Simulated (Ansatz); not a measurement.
Given:

LaGaO₃:
Space group R-3c, hexagonal axes (No. 167); a = b = 5.523 Å, c = 13.274 Å, α = β = 90.00°, γ = 120.00°

```
atom  site  symmetry       x       y       z
----  ----  --------  ------  ------  ------
La      6a        32  0.0000  0.0000  0.2500
Ga      6b       -3.  0.0000  0.0000  0.0000
O      18e        .2  0.4346  0.4346  0.2500
```
(The calculation used a cell of 10 atoms; values per cell refer to that cell.)

This is the PBEsol-relaxed structure.

### Question
All from PBEsol in the plane-wave PAW code Ansatz, unless another level is named. Give the electron effective mass with spin–orbit coupling.

### Answer
0.37, 0.59, 0.59 mₑ (principal values).

### Question
Give the smallest direct gap on the standard path.

### Answer
3.84 eV.

### Question
Predict the conduction-band minimum.

### Answer
at Γ.

The workflow started from a Materials Project entry (that database holds measured and hypothetical structures alike); the Crystallography Open Database files this formula in space group No. 167, but the cells were not matched. Whether it is the stable phase at ambient conditions was not checked. The cell was relaxed with PBEsol under the symmetry of its start; phonons show weakly imaginary modes. Scalar-relativistic: spin–orbit coupling is off unless named, which matters more the heavier the elements.

Potentials: the later of the program's two PAW sets.
